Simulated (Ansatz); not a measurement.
**SrTiO₃: reading a single point**

```
CELL_PARAMETERS angstrom
7.75079 0.00000 0.00000
0.00000 3.87539 0.00000
0.00000 0.00000 3.87539
ATOMIC_POSITIONS crystal
Sr 0.25000 0.50000 0.50000
Sr 0.75000 0.50000 0.50000
Ti 0.00000 0.00000 0.00000
Ti 0.50000 0.00000 0.00000
O 0.25000 0.00000 0.00000
O 0.75000 0.00000 0.00000
O 0.00000 0.50000 0.00000
O 0.50000 0.50000 0.00000
O 0.00000 0.00000 0.50000
O 0.50000 0.00000 0.50000
```

Level: r2SCAN, no spin polarisation; 500 eV; 4×7×7 Γ-centred mesh; fermi-dirac occupations (width 0.1 eV); Ansatz 0.2.0, fixed geometry.

(1) Are the atoms at rest?

(2) Metal or insulator? Give the gap.

(3) Describe some of the short contacts.

(4) Is the cell too large or too small?

(5) What is the formation energy?

Origin: a database entry at a rescaled volume.

Cost: 85 s on 1 thread of AMD EPYC 9R14 (Zen 4), on a shared host, peak memory 0.77 GiB (start from a saved density). The time holds forces, stress, Bader, DOS, bands, ELF.

## Answers

(1) The forces vanish by the symmetry of the sites.

(2) The gap is 2.32 eV, indirect (the least direct gap found is 2.57 eV).

(3) Ti–O at 1.94 Å: least valence density 0.73 e/Å³ and ELF 0.20 there. Sr–O at 2.74 Å: least valence density 0.15 e/Å³ and ELF 0.06 there, a closed-shell (ionic or weak) contact. These are pseudo-fields; inside the PAW spheres they differ from the all-electron ones.

(4) The pressure is 4.9 GPa (compression positive), so with the atoms held at these fractions the cell would first expand.

(5) -3.45 eV an atom against the elements' usual phases (free molecules for gases, crystals otherwise, with no correction for O₂ or N₂), so it is bound against them; other compounds may still compete. Relaxing would lower it.
